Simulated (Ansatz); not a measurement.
2 distorted cells of RbN2, built from a rock-salt lattice with a pair of atoms on one site. PBE, all-electron LAPW in Ansatz, scalar relativity, no spin–orbit coupling, point nuclei. k-points 2×2×2 (half-step shift), Fermi–Dirac smearing of 0.15 eV. The mesh is coarse, so the numbers hold for this sampling and aren't converged over the zone. For a metal, stress, forces and moments on so few k-points can be far from the converged ones. On this fcc-type cell the shift lowers the mesh's symmetry. No spin polarisation. The cell's electron count is odd, so a run with spin could end lower.

(1) Order these from lowest to highest E − TS per atom, as computed on this mesh.
A.
13.48 Å³ an atom
```yaml
crystal:
  lattice:
    - [-2.69637, 0.02646, 2.67441]
    - [0.02404, 2.69201, 2.72490]
    - [-2.78065, 2.72580, -0.05782]
  atoms:
    - { symbol: Rb, position: [0.56575, 0.47456, 0.84382] }
    - { symbol: N, position: [0.99764, 0.88586, 0.28069] }
    - { symbol: N, position: [0.10556, 0.01602, 0.42278] }
```
B.
18.45 Å³ an atom
```yaml
crystal:
  lattice:
    - [-3.17362, -0.12582, 3.03029]
    - [0.03929, 2.81171, 2.94376]
    - [-3.12229, 2.84691, -0.07449]
  atoms:
    - { symbol: Rb, position: [0.91452, 0.17298, 0.12840] }
    - { symbol: N, position: [0.39462, 0.57517, 0.53202] }
    - { symbol: N, position: [0.48651, 0.72646, 0.68665] }
```

## Answers

(1) B (lowest), A (+0.36 eV an atom).
